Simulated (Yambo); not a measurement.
Yambo run on BaTiO3 (cubic perovskite, space group Pm-3m, No. 221). The wavefunctions come from this Quantum ESPRESSO step (PBEsol, PseudoDojo standard norm-conserving files, scalar-relativistic):

```
&CONTROL
  calculation = 'nscf'
  pseudo_dir = './pseudo'
  outdir = './out'
/
&SYSTEM
  ibrav = 0
  nat = 5
  ntyp = 3
  ecutwfc = 84.0
  ecutrho = 336.0
  occupations = 'fixed'
  force_symmorphic = .true.
  nbnd = 127
/
&ELECTRONS
  conv_thr = 5e-09
  diago_full_acc = .true.
  diago_thr_init = 1e-08
/
ATOMIC_SPECIES
O 15.9990 O.upf
Ti 47.8670 Ti.upf
Ba 137.3270 Ba.upf
CELL_PARAMETERS angstrom
  4.007680000000   0.000000000000   0.000000000000
  0.000000000000   4.007680000000   0.000000000000
  0.000000000000   0.000000000000   4.007680000000
ATOMIC_POSITIONS crystal
O   0.500000000000   0.000000000000   0.000000000000
O   0.000000000000   0.500000000000   0.000000000000
O   0.000000000000   0.000000000000   0.500000000000
Ti   0.000000000000   0.000000000000   0.000000000000
Ba   0.500000000000   0.500000000000   0.500000000000
K_POINTS automatic
4 4 4 0 0 0
```

Yambo input:

```
rim_cut
gw0
dyson
el_el_corr
HF_and_locXC
ppa
em1d
RandQpts= 1000000
RandGvec= 1 Ry
EXXRLvcs= 84 Ry
VXCRLvcs= 336 Ry
Chimod= "HARTREE"
% BndsRnXp
 2 | 125 |
%
NGsBlkXp= 8 Ry
% LongDrXp
 1.0 | 1.0 | 1.0 |
%
PPAPntXp= 27.2114 eV
% GbndRnge
 1 | 125 |
%
GTermKind= "BG"
DysSolver= "n"
ExtendOut
% QPkrange
 1 | 1 | 20 | 21 |
 10 | 10 | 20 | 21 |
%
```

k points by index: 1 = Γ, 10 = R.

The o-*.qp file then holds:

```
#    K-point    Band    Eo [eV]    E [eV]    E-Eo [eV]    Vxc [eV]    Vnlxc [eV]    Sc|Eo [eV]    Sc|E [eV]    dSc/dw|Eo [eV]    Re(Z)    Im(Z)
#
    1    20    -0.117404    -0.418786    -0.301382    -19.97658    -24.77658    4.407440    4.498615    -8.228630    0.767813    -0.001415
    1    21    1.775198    2.927187    1.151989    -18.70777    -11.43364    -5.789686    -6.122140    -7.851901    0.776062    -0.001446
    10    20    0.000000    -0.274842    -0.274842    -19.70393    -24.80305    4.738030    4.824274    -8.534368    0.761245    -0.001499
    10    21    4.223338    5.524986    1.301648    -21.67010    -13.12725    -6.754393    -7.241199    -10.17966    0.727652    0.008483
```
(The two width columns are left out.) Convergence of these settings isn't established.

Geometry of the Materials Project entry, not relaxed at this level.

This is not the ordinary phase of the substance.
